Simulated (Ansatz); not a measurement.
Ansatz (an electronic-structure program) input:

Ansatz 0.2 input:
```yaml
crystal:
  lattice:
    - [9.8356396688, 0.0, 0.0]
    - [0.0, 9.8356396688, 0.0]
    - [0.0, 0.0, 9.8356567459]
  atoms:
    - { symbol: O, position: [0.2670229827, 0.1249132119, 0.1078853148] }
    - { symbol: O, position: [0.3750867881, 0.7670229827, 0.3578853148] }
    - { symbol: O, position: [0.7329770173, 0.8750867881, 0.6078853148] }
    - { symbol: O, position: [0.6249132119, 0.2329770173, 0.8578853148] }
    - { symbol: O, position: [0.7670229827, 0.3750867881, 0.6421146852] }
    - { symbol: O, position: [0.8750867881, 0.7329770173, 0.3921146852] }
    - { symbol: O, position: [0.2329770173, 0.6249132119, 0.1421146852] }
    - { symbol: O, position: [0.1249132119, 0.2670229827, 0.8921146852] }
    - { symbol: O, position: [0.2672513117, 0.874912813, 0.1421553581] }
    - { symbol: O, position: [0.625087187, 0.7672513117, 0.3921553581] }
    - { symbol: O, position: [0.7327486883, 0.125087187, 0.6421553581] }
    - { symbol: O, position: [0.374912813, 0.2327486883, 0.8921553581] }
    - { symbol: O, position: [0.7672513117, 0.625087187, 0.6078446419] }
    - { symbol: O, position: [0.125087187, 0.7327486883, 0.3578446419] }
    - { symbol: O, position: [0.2327486883, 0.374912813, 0.1078446419] }
    - { symbol: O, position: [0.874912813, 0.2672513117, 0.8578446419] }
    - { symbol: O, position: [0.4827407463, 0.9829939247, 0.2502544852] }
    - { symbol: O, position: [0.5170060753, 0.9827407463, 0.5002544852] }
    - { symbol: O, position: [0.5172592537, 0.0170060753, 0.7502544852] }
    - { symbol: O, position: [0.4829939247, 0.0172592537, 0.0002544852] }
    - { symbol: O, position: [0.9827407463, 0.5170060753, 0.4997455148] }
    - { symbol: O, position: [0.0170060753, 0.5172592537, 0.2497455148] }
    - { symbol: O, position: [0.0172592537, 0.4829939247, 0.9997455148] }
    - { symbol: O, position: [0.9829939247, 0.4827407463, 0.7497455148] }
    - { symbol: Si, position: [0.2498974899, 0.2498974899, 0.0] }
    - { symbol: Si, position: [0.2501025101, 0.7498974899, 0.25] }
    - { symbol: Si, position: [0.7501025101, 0.7501025101, 0.5] }
    - { symbol: Si, position: [0.7498974899, 0.2501025101, 0.75] }
    - { symbol: Si, position: [0.3750019393, 0.0000253824, 0.1251327416] }
    - { symbol: Si, position: [0.4999746176, 0.8750019393, 0.3751327416] }
    - { symbol: Si, position: [0.6249980607, 0.9999746176, 0.6251327416] }
    - { symbol: Si, position: [0.5000253824, 0.1249980607, 0.8751327416] }
    - { symbol: Si, position: [0.8750019393, 0.4999746176, 0.6248672584] }
    - { symbol: Si, position: [0.9999746176, 0.6249980607, 0.3748672584] }
    - { symbol: Si, position: [0.1249980607, 0.5000253824, 0.1248672584] }
    - { symbol: Si, position: [0.0000253824, 0.3750019393, 0.8748672584] }
kpoints:
  mp_grid: { grid: [3, 3, 3] }
hamiltonian:
  xc: pbesol
  pseudopotentials: { kind: paw }
scf:
  occupations: { method: fixed }
dielectric: {}
```

Output (shortened):

```
Pseudopotential: O, paw, valence charge 6
Pseudopotential: Si, paw, valence charge 4
Functional definition: PBEsol
Crystal: 36 atoms, lattice volume = 951.500 Å³
Basis set: ecut = 420 eV, 18805 PW (Γ), exchange–correlation on 144×144×144 points (8 copies of the dense FFT grid, shifted against one another)
Bands: 132, of which v1, the nominal top of the filled ones, is band 96 counted from 1 (95 counted from 0)
Symmetry: 8 space group operations
k-points: 14 of 27 (irreducible under 1 space group operation, time reversal used)
SCF iter   1: F=—  HF=-20953.954554 eV  |F-HF|=—  |Δ(HF+E_count)|=         —  Δρ=8.84e-3  dr2=5.58e-1  ethr=1.77e-3  ⟨swp⟩=5.0  Hψ=8091  notcnv=0  defer=471
preconditioner: auto → Resta (q_TF=auto, 2.089 Å⁻¹)
SCF iter   2: F=—  HF=-20953.821692 eV  |F-HF|=—  |Δ(HF+E_count)|=   1.33e-1  Δρ=1.93e-3  dr2=1.64e-2  ethr=2.90e-4  ⟨swp⟩=2.0  Hψ=3166  notcnv=0  defer=474
SCF iter   3: F=—  HF=-20953.825477 eV  |F-HF|=—  |Δ(HF+E_count)|=   3.79e-3  Δρ=5.80e-4  dr2=1.56e-3  ethr=8.53e-6  ⟨swp⟩=3.0  Hψ=2506  notcnv=0  defer=474
SCF iter   4: F=—  HF=-20953.828284 eV  |F-HF|=—  |Δ(HF+E_count)|=   2.81e-3  Δρ=7.59e-5  dr2=2.60e-5  ethr=8.14e-7  ⟨swp⟩=2.3  Hψ=2451  notcnv=0  defer=474
SCF iter   5: F=—  HF=-20953.828307 eV  |F-HF|=—  |Δ(HF+E_count)|=   2.30e-5  Δρ=1.16e-5  dr2=6.15e-7  ethr=1.35e-8  ⟨swp⟩=2.2  Hψ=2551  notcnv=0  defer=471
SCF iter   6: F=—  HF=-20953.828834 eV  |F-HF|=—  |Δ(HF+E_count)|=   5.28e-4  Δρ=3.31e-6  dr2=8.30e-8  ethr=3.20e-10  ⟨swp⟩=2.0  Hψ=2903  notcnv=0  defer=436
SCF iter   7: F=—  HF=-20953.828834 eV  |F-HF|=—  |Δ(HF+E_count)|=   2.90e-9  Δρ=1.99e-6  dr2=2.84e-8  ethr=4.32e-11  ⟨swp⟩=2.0  Hψ=2790  notcnv=0  defer=436
SCF iter   8: F=—  HF=-20953.828834 eV  |F-HF|=—  |Δ(HF+E_count)|=   6.49e-9  Δρ=4.44e-7  dr2=1.47e-9  ethr=1.48e-11  ⟨swp⟩=2.0  Hψ=2327  notcnv=0  defer=436
SCF iter   9: F=-20953.828834 eV  HF=-20953.828834 eV  |F-HF|=5.09e-11  |Δ(HF+E_count)|=  3.64e-11  Δρ=1.06e-7  dr2=7.43e-11  ethr=1.00e-12  ⟨swp⟩=18.5  Hψ=12226  notcnv=0
SCF 1 converged in 9 iterations: F = -20953.828834 eV  dr2 = 7.43e-11
NSCF: frozen V_eff on 7 k-points
DFPT response loops at Γ: preconditioner auto → none (the input reference at scf.mixing.eps_inf says where Resta's filter doesn't serve); β = 0.50 …
SCF converged after 9 iterations
Free energy (F): -20953.828834 eV
Harris-Foulkes:  -20953.828834 eV  (|F-HF|=5.09e-11)
Internal energy: -20953.828834 eV  (E = F + TS)
E sigma→0 (E₀):  -20953.828834 eV
Fermi energy:    -3.049212 eV
--- Per-component energies (eV) ---
  E_band       = -1848.282576
  E_kinetic    = 4804.021192
  E_local      = -25124.441226  (includes V_loc(G=0)·N_el)
  E_nonlocal   = 1450.029549
  E_hartree    = 10379.006866
  E_xc         = -2417.331102
  E_vxc        = -2822.046986  (∫ρ·V_xc dr)
  E_paw        = -9666.858611  (= ΣΔE_a)
  E_vpaw       = -913.920260  (= ΣTr[D̂ρ^β])
  E_aug_tail   = 0.061176  (compensation charges beyond the density's cutoff)
  E_ewald      = -379.542316
  E_core_change = 1.225638  (= ΣΔE_core)
  E_smearing   =  0.000000  (= −TS)
  E_closure    = 0.000000  (closes the sum)
  Σ components = -20953.828834   (vs F -20953.828834, Δ=0.00e0)
  [band-id]    e_kinetic+e_local+e_nonlocal+2·e_hartree+e_vxc+e_vpaw+e_augmentation_tail = -1848.282821   (vs E_band -1848.282576, Δ=-2.46e-4)
--- Band table (eV; the first three rows and the last of 14) ---
  k-point 0: bands = ["-22.2182", "-21.8211", "-21.8211", "-21.8211", "-21.2847", "-21.2847", "-21.2847", "-20.7824", "-20.7824", "-20.4892", "-20.4892", "-20.4892", "-20.3180", "-20.2295", "-20.2295", "-20.2295", "-20.0491", "-20.0491", "-20.0491", …
  k-point 1: bands = ["-22.1671", "-22.0248", "-21.7541", "-21.5945", "-21.5640", "-21.3874", "-20.9693", "-20.7428", "-20.6943", "-20.6753", "-20.6283", "-20.5404", "-20.2079", "-20.1797", "-20.1551", "-20.1440", "-20.1021", "-20.0775", "-20.0362", …
  k-point 2: bands = ["-22.1671", "-22.0248", "-21.7541", "-21.5945", "-21.5640", "-21.3874", "-20.9693", "-20.7428", "-20.6943", "-20.6754", "-20.6283", "-20.5404", "-20.2079", "-20.1797", "-20.1551", "-20.1440", "-20.1021", "-20.0775", "-20.0362", …
  k-point 13: bands = ["-22.0806", "-22.0188", "-21.8739", "-21.8027", "-21.3414", "-21.2391", "-21.0612", "-20.9529", "-20.6671", "-20.6186", "-20.5371", "-20.5016", "-20.2496", "-20.2432", "-20.1890", "-20.1406", "-20.0574", "-19.9672", "-19.9187", …
--- Dielectric response (ions clamped): 2 representative field directions + reference, on 14 of 27 k-points (Σ response iterations 18) ---
  ε∞ (high-frequency dielectric tensor):
        1.674180     0.000000     0.000000
        0.000000     1.674180     0.000000
        0.000000     0.000000     1.674182
  Born effective charges Z* (e; rows j = field, columns β = displacement):
    site 0:
        -1.20462    0.64583   -0.10485
         0.71952   -2.10971    0.71980
        -0.10472    0.64634   -1.20431
    site 1:
        -2.10971   -0.71952   -0.71980
        -0.64583   -1.20462   -0.10485
        -0.64634   -0.10472   -1.20431
    site 2:
        -1.20462    0.64583    0.10485
         0.71952   -2.10971   -0.71980
         0.10472   -0.64634   -1.20431
    site 3:
        -2.10971   -0.71952    0.71980
        -0.64583   -1.20462    0.10485
         0.64634    0.10472   -1.20431
    site 4:
        -1.20462   -0.64583    0.10485
        -0.71952   -2.10971    0.71980
         0.10472    0.64634   -1.20431
    site 5:
        -2.10971    0.71952    0.71980
         0.64583   -1.20462   -0.10485
         0.64634   -0.10472   -1.20431
    site 6:
        -1.20462   -0.64583   -0.10485
        -0.71952   -2.10971   -0.71980
        -0.10472   -0.64634   -1.20431
    site 7:
        -2.10971    0.71952   -0.71980
         0.64583   -1.20462    0.10485
        -0.64634    0.10472   -1.20431
    site 8:
        -1.20362   -0.64628    0.10382
        -0.71908   -2.11159    0.71877
         0.10397    0.64577   -1.20393
    site 9:
        -2.11159    0.71908   -0.71877
         0.64628   -1.20362    0.10382
        -0.64577    0.10397   -1.20393
    site 10:
        -1.20362   -0.64628   -0.10382
        -0.71908   -2.11159   -0.71877
        -0.10397   -0.64577   -1.20393
    site 11:
        -2.11159    0.71908    0.71877
         0.64628   -1.20362   -0.10382
         0.64577   -0.10397   -1.20393
    site 12:
        -1.20362    0.64628   -0.10382
         0.71908   -2.11159    0.71877
        -0.10397    0.64577   -1.20393
    site 13:
        -2.11159   -0.71908    0.71877
        -0.64628   -1.20362    0.10382
         0.64577    0.10397   -1.20393
    site 14:
        -1.20362    0.64628    0.10382
         0.71908   -2.11159   -0.71877
         0.10397   -0.64577   -1.20393
    site 15:
        -2.11159   -0.71908   -0.71877
        -0.64628   -1.20362   -0.10382
        -0.64577   -0.10397   -1.20393
    site 16:
        -1.20361    0.10427   -0.64645
         0.10439   -1.20459    0.64563
        -0.71931    0.71923   -2.11065
    site 17:
        -1.20459   -0.10439   -0.64563
        -0.10427   -1.20361   -0.64645
        -0.71923   -0.71931   -2.11065
    site 18:
        -1.20361    0.10427    0.64645
         0.10439   -1.20459   -0.64563
         0.71931   -0.71923   -2.11065
    site 19:
        -1.20459   -0.10439    0.64563
        -0.10427   -1.20361    0.64645
         0.71923    0.71931   -2.11065
    site 20:
        -1.20361   -0.10427    0.64645
        -0.10439   -1.20459    0.64563
         0.71931    0.71923   -2.11065
    site 21:
        -1.20459    0.10439    0.64563
         0.10427   -1.20361   -0.64645
         0.71923   -0.71931   -2.11065
    site 22:
        -1.20361   -0.10427   -0.64645
        -0.10439   -1.20459   -0.64563
        -0.71931   -0.71923   -2.11065
    site 23:
        -1.20459    0.10439   -0.64563
         0.10427   -1.20361    0.64645
        -0.71923    0.71931   -2.11065
    site 24:
         3.14512   -1.16304    0.00037
        -1.16304    3.14512   -0.00037
         0.00045   -0.00045    2.74755
    site 25:
         3.14512    1.16304    0.00037
         1.16304    3.14512    0.00037
         0.00045    0.00045    2.74755
    site 26:
         3.14512   -1.16304   -0.00037
        -1.16304    3.14512    0.00037
        -0.00045    0.00045    2.74755
    site 27:
         3.14512    1.16304   -0.00037
         1.16304    3.14512   -0.00037
        -0.00045   -0.00045    2.74755
    site 28:
         2.74753    0.00092    0.00140
        -0.00008    3.14510   -1.16300
        -0.00012   -1.16299    3.14512
    site 29:
         3.14510    0.00008    1.16300
        -0.00092    2.74753    0.00140
         1.16299   -0.00012    3.14512
    site 30:
         2.74753    0.00092   -0.00140
        -0.00008    3.14510    1.16300
         0.00012    1.16299    3.14512
    site 31:
         3.14510    0.00008   -1.16300
        -0.00092    2.74753   -0.00140
        -1.16299    0.00012    3.14512
    site 32:
         2.74753   -0.00092   -0.00140
         0.00008    3.14510   -1.16300
         0.00012   -1.16299    3.14512
    site 33:
         3.14510   -0.00008   -1.16300
         0.00092    2.74753    0.00140
        -1.16299   -0.00012    3.14512
    site 34:
         2.74753   -0.00092    0.00140
         0.00008    3.14510    1.16300
        -0.00012    1.16299    3.14512
    site 35:
         3.14510   -0.00008    1.16300
         0.00092    2.74753   -0.00140
         1.16299    0.00012    3.14512
  Z* charge neutrality: 2.072e-5 e pre-enforcement
  k-mesh period / interband length: 29.5 Å / 0.99 Å = 29.76 at k = (0.0000, 0.0000, 0.0000), direct gap 5.574 eV — 14 or more, which is no proof of convergence
```

Cost: roughly 28 core-minutes on shared cores.

Space group I4_132. The workflow started from an entry of the Crystallography Open Database (COD); the relaxed space group is not among those it files for this formula. It is not the phase usual at ambient conditions (space group No. 92, 152, 154). The PBEsol relaxation kept the symmetry of its start; its stability against distortions is not shown here. The volume moved by 98 % from the start of the relaxation. Point labels and valley counts follow the cell and symmetry of the run, lower than the named group.

Potentials: the later of the program's two PAW sets.

Ansatz is a plane-wave DFT program.
